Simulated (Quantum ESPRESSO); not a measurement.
# Strain and stress in Si13GaGeN

These are calculations, not measurements. They come from pw.x of Quantum ESPRESSO 7.5, a plane-wave density functional program, with PseudoDojo standard norm-conserving files (v0.5 for PBE, v0.4.1 for LDA and PBEsol). The cells are made up: elements, strain and atom displacements were drawn at random, and nothing was relaxed. There is no spin polarisation, spin-orbit coupling or dispersion term.

The cell has 16 sites of a zincblende or diamond lattice (two cubes along c). Sites 1 to 8 hold Si Si Si Si Ga Si Si Si; sites 9 to 16 hold Si Si Si Ge Si Si N Si. Cell vectors in Å: (5.527, -0.028, -0.017); (-0.028, 5.509, 0.002); (-0.035, 0.004, 11.321). Settings: PBE, cutoff 1143 eV, 6 x 6 x 4 k mesh shifted by half a step, Fermi-Dirac smearing of 0.1 eV.

Each run adds a strain along z to one cell, with the atoms carried along; the vectors above are those of run 4. Stress is positive in tension and P is minus a third of its trace. E is the free energy for each atom above the lowest run shown.

```
run,strain (%),s_xx (GPa),s_yy (GPa),s_zz (GPa),s_xy (GPa),P (GPa),E (meV/atom)
1,-2.06,4.26,4.00,4.70,-0.74,-4.32,0.00
2,-1.61,4.43,4.18,5.23,-0.73,-4.61,3.00
4,0.11,5.01,4.78,7.20,-0.69,-5.66,17.37
5,0.97,5.27,5.04,8.15,-0.67,-6.15,26.25
6,1.29,5.36,5.13,8.50,-0.66,-6.33,29.83
7,1.74,5.48,5.25,8.98,-0.65,-6.57,35.11
3,-0.60,?,?,?,?,?,?
```

A rerun of one of these cells at 1437 eV and k mesh 8 x 8 x 6 moved values by no more than 0.002 eV in the cell's energy, 0.04 GPa in stress and 0.008 eV/Å in force.

## Worked fit

A parabola through the six runs shown gives s_zz = 7.08 + 1.12 e - 0.016 e² GPa, with e in per cent and a scatter of 0.01 GPa. The slope is a stiffness of 112 ± 1 GPa for each unit of this strain at e = 0. The atoms are clamped, and relaxing them would in general lower it. The error is the larger of the fit's own and the change that a cubic makes, rounded up.

## Withheld run

Question: what s_zz should run 3 give?

The fit gives 6.40 GPa. The calculation gave 6.40 GPa.

| run | strain (%) | s_xx (GPa) | s_yy (GPa) | s_zz (GPa) | s_xy (GPa) | P (GPa) | E (meV/atom) |
| --- | --- | --- | --- | --- | --- | --- | --- |
| 3 | -0.60 | 4.79 | 4.54 | 6.40 | -0.70 | -5.24 | 10.89 |